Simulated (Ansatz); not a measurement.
## Is this La3B2 structure a true minimum?

The structure comes from a generated guess, relaxed at this level; another structure or a mixture of phases may lie lower.

Computed with DFT PBE, scalar-relativistic, plane waves, PAW in Ansatz 0.2.0. Plane waves to 420 eV, a k mesh through Γ of 6×6×6 on the computed 5-atom cell and Gaussian smearing (0.10 eV); no spin polarisation.

The cell below (5 atoms, space group R32 (No. 155)) is relaxed within its symmetry.

```xyz
5
Lattice="3.3478 1.9329 3.3940 -3.3478 1.9329 3.3940 0.0000 -3.8658 3.3940" Properties=species:S:1:pos:R:3 pbc="T T T"
La   -0.9917   -2.1482    3.3940
La    2.3562    0.2153    3.3940
La   -1.3645    1.9329    3.3940
B     0.0000    0.0000    1.9994
B     0.0000    0.0000    8.1827
```

For the test a repeat of it with 10 atoms (edges 5.14, 5.14, 10.29 Å) was strained at random (σ = 1.5 % a component), the atoms were moved at random (σ = 0.15 Å), and all was relaxed again on a coarse 4×4×2 mesh (in the run’s order of axes) with 0.20 eV smearing, with no symmetry imposed.

The cell is a metal run without spin; a magnetic state may lie lower.

**Question.** Does it come back?

**Answer.** It doesn't return. The energy falls by 102 meV/atom on that mesh, the volume changes by -11.0 %, and the end has space group P-3m1 (No. 164) at a loose tolerance. Relaxed again on a 12×12×8 mesh with 0.10 eV smearing, the new structure lies 110 meV/atom below the first (mesh in the axes of the run's cell; the cell below is made exact in the group named). Space group P-3m1 (No. 164), trigonal, a = 4.936 Å, c = 5.559 Å. Around La on a site of symmetry -3m lie 6 B at 3.06 Å and 6 La at 3.31 Å; La on a site of symmetry 3m is surrounded by 5 B at 2.75–2.90 Å, 3 La at 3.31 Å and 3 La at 3.60 Å; B is surrounded by 8 La at 2.75–3.06 Å.

```
La B
1.0
     4.93620    0.00000    0.00000
    -2.46810    4.27488    0.00000
     0.00000    0.00000    5.55870
La B
3 2
Cartesian
  0.0000 0.0000 2.7794
  2.4681 1.4250 1.0968
  0.0000 2.8499 4.4619
  2.4681 1.4250 3.9071
  0.0000 2.8499 1.6516
```
